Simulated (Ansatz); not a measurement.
# Sensitivity of the gradients in GaP with Mg replacing Ga to the input

This input was run with Ansatz:

```yaml
crystal:
  lattice:
    - [0.0, 8.17575, 8.17575]
    - [8.17575, 0.0, 8.17575]
    - [8.17575, 8.17575, 0.0]
  atoms:
    - { symbol: Mg, position: [0.0, 0.0, 0.0] }
    - { symbol: Ga, position: [0.0, 0.0, 0.3333333333] }
    - { symbol: Ga, position: [0.0, 0.0, 0.6666666667] }
    - { symbol: Ga, position: [0.0, 0.3333333333, 0.0] }
    - { symbol: Ga, position: [0.0, 0.3333333333, 0.3333333333] }
    - { symbol: Ga, position: [0.0, 0.3333333333, 0.6666666667] }
    - { symbol: Ga, position: [0.0, 0.6666666667, 0.0] }
    - { symbol: Ga, position: [0.0, 0.6666666667, 0.3333333333] }
    - { symbol: Ga, position: [0.0, 0.6666666667, 0.6666666667] }
    - { symbol: Ga, position: [0.3333333333, 0.0, 0.0] }
    - { symbol: Ga, position: [0.3333333333, 0.0, 0.3333333333] }
    - { symbol: Ga, position: [0.3333333333, 0.0, 0.6666666667] }
    - { symbol: Ga, position: [0.3333333333, 0.3333333333, 0.0] }
    - { symbol: Ga, position: [0.3333333333, 0.3333333333, 0.3333333333] }
    - { symbol: Ga, position: [0.3333333333, 0.3333333333, 0.6666666667] }
    - { symbol: Ga, position: [0.3333333333, 0.6666666667, 0.0] }
    - { symbol: Ga, position: [0.3333333333, 0.6666666667, 0.3333333333] }
    - { symbol: Ga, position: [0.3333333333, 0.6666666667, 0.6666666667] }
    - { symbol: Ga, position: [0.6666666667, 0.0, 0.0] }
    - { symbol: Ga, position: [0.6666666667, 0.0, 0.3333333333] }
    - { symbol: Ga, position: [0.6666666667, 0.0, 0.6666666667] }
    - { symbol: Ga, position: [0.6666666667, 0.3333333333, 0.0] }
    - { symbol: Ga, position: [0.6666666667, 0.3333333333, 0.3333333333] }
    - { symbol: Ga, position: [0.6666666667, 0.3333333333, 0.6666666667] }
    - { symbol: Ga, position: [0.6666666667, 0.6666666667, 0.0] }
    - { symbol: Ga, position: [0.6666666667, 0.6666666667, 0.3333333333] }
    - { symbol: Ga, position: [0.6666666667, 0.6666666667, 0.6666666667] }
    - { symbol: P, position: [0.0833333333, 0.0833333333, 0.0833333333] }
    - { symbol: P, position: [0.0833333333, 0.0833333333, 0.4166666667] }
    - { symbol: P, position: [0.0833333333, 0.0833333333, 0.75] }
    - { symbol: P, position: [0.0833333333, 0.4166666667, 0.0833333333] }
    - { symbol: P, position: [0.0833333333, 0.4166666667, 0.4166666667] }
    - { symbol: P, position: [0.0833333333, 0.4166666667, 0.75] }
    - { symbol: P, position: [0.0833333333, 0.75, 0.0833333333] }
    - { symbol: P, position: [0.0833333333, 0.75, 0.4166666667] }
    - { symbol: P, position: [0.0833333333, 0.75, 0.75] }
    - { symbol: P, position: [0.4166666667, 0.0833333333, 0.0833333333] }
    - { symbol: P, position: [0.4166666667, 0.0833333333, 0.4166666667] }
    - { symbol: P, position: [0.4166666667, 0.0833333333, 0.75] }
    - { symbol: P, position: [0.4166666667, 0.4166666667, 0.0833333333] }
    - { symbol: P, position: [0.4166666667, 0.4166666667, 0.4166666667] }
    - { symbol: P, position: [0.4166666667, 0.4166666667, 0.75] }
    - { symbol: P, position: [0.4166666667, 0.75, 0.0833333333] }
    - { symbol: P, position: [0.4166666667, 0.75, 0.4166666667] }
    - { symbol: P, position: [0.4166666667, 0.75, 0.75] }
    - { symbol: P, position: [0.75, 0.0833333333, 0.0833333333] }
    - { symbol: P, position: [0.75, 0.0833333333, 0.4166666667] }
    - { symbol: P, position: [0.75, 0.0833333333, 0.75] }
    - { symbol: P, position: [0.75, 0.4166666667, 0.0833333333] }
    - { symbol: P, position: [0.75, 0.4166666667, 0.4166666667] }
    - { symbol: P, position: [0.75, 0.4166666667, 0.75] }
    - { symbol: P, position: [0.75, 0.75, 0.0833333333] }
    - { symbol: P, position: [0.75, 0.75, 0.4166666667] }
    - { symbol: P, position: [0.75, 0.75, 0.75] }
total_charge: -1
kpoints:
  mp_grid: { grid: [2, 2, 2] }
scf:
  occupations: { method: fermi_dirac, width: 0.01 }
  lower_state_search: "off"
hamiltonian:
  xc: pbe
  pseudopotentials: { kind: paw }
output:
  forces: true
  stress: true
  populations: true
  efg:
    quadrupole_moments_barn: { Mg: 0.1994, Ga: 0.107 }
    contact_densities: true
basis:
  ecutwfc: "300 eV"
```

It converged. Of its output the block on the nuclei alone is shown, without the SCF iterations, energies, forces and stress (one atom of each set):

```
--- PAW observables at the nuclei: V_zz in 10²¹ V/m², potentials from the cell's mean, atoms counted from 1 ---
  atom   1  Mg V_zz =    +0.000000   η = 0.0000   by run symmetry: forbidden   C_q = +0.0000 MHz
            electrostatic potential = -1103.879630 V   contact ρ = 7799.831386 e/Å³
  atom   2  Ga V_zz =    -1.191928   η = 0.5150   by run symmetry: allowed   C_q = -3.0838 MHz
            electrostatic potential = -4129.490610 V   contact ρ = 187414.564621 e/Å³
  atom   5  Ga V_zz =    +0.341884   η = 0.0000   by run symmetry: allowed   C_q = +0.8845 MHz
            electrostatic potential = -4129.355662 V   contact ρ = 187414.572383 e/Å³
  atom   9  Ga V_zz =    +0.274490   η = 0.0000   by run symmetry: allowed   C_q = +0.7102 MHz
            electrostatic potential = -4129.350037 V   contact ρ = 187414.659169 e/Å³
  atom  15  Ga V_zz =    -0.156367   η = 0.9208   by run symmetry: allowed   C_q = -0.4046 MHz
            electrostatic potential = -4129.300484 V   contact ρ = 187414.601051 e/Å³
  atom  28  P  V_zz =    -7.076320   η = 0.0000   by run symmetry: allowed
            electrostatic potential = -1495.291496 V   contact ρ = 16018.826532 e/Å³
  atom  29  P  V_zz =    -0.792152   η = 0.4600   by run symmetry: allowed
            electrostatic potential = -1494.576474 V   contact ρ = 16019.007093 e/Å³
  atom  33  P  V_zz =    +0.370038   η = 0.3588   by run symmetry: allowed
            electrostatic potential = -1494.488214 V   contact ρ = 16018.973042 e/Å³
  atom  41  P  V_zz =    -0.077750   η = 0.0000   by run symmetry: allowed
            electrostatic potential = -1494.418110 V   contact ρ = 16018.966406 e/Å³
  atom  54  P  V_zz =    +0.000000   η = 0.0000   by run symmetry: forbidden
            electrostatic potential = -1494.420941 V   contact ρ = 16018.957009 e/Å³
```

(1) Can these gradients be trusted, and how do they compare with a run on standard settings?

Answers

(1) They agree with the standard run. Against the standard input the change is `scf.lower_state_search`: not typed → off; `basis.ecutwfc`: not typed → 300 eV. A site carries the number of its first atom; V_zz in 10²¹ V/m².

```csv
site,atom,V_zz standard,η standard,V_zz here,η here
Mg,1,0.00,–,0.00,–
Ga2,2,-1.20,0.52,-1.19,0.52
Ga5,5,0.35,0.00,0.34,0.00
Ga9,9,0.28,0.00,0.27,0.00
Ga15,15,-0.16,0.93,-0.16,0.92
P28,28,-7.04,0.00,-7.08,0.00
P29,29,-0.79,0.45,-0.79,0.46
P33,33,0.37,0.35,0.37,0.36
P41,41,-0.079,0.00,-0.078,0.00
```

The largest change of V_zz is on P28, from -7.04 to -7.08. In per cent, |V_zz| changes by 0 on Ga, 0 to +1 on P (all sites that start above 0.5). Other sites without a gradient aren't listed. SCF iterations: 9 and 9. New warnings: cutoff below recommended. In the changed run the cutoff of 300 eV lies below the one recommended for these PAW files, yet the gradients stay close to the reference.

On the reference run: The defect repeats with the cell of 54 atoms, so it feels its images: sites between two images don't show the values beside a lone defect, and zeros or small values of η there can come from the images' arrangement. A uniform background compensates the cell's charge. The neighbours have not yet relaxed around the defect (largest force 1.0 eV/Å), so a real crystal will differ.
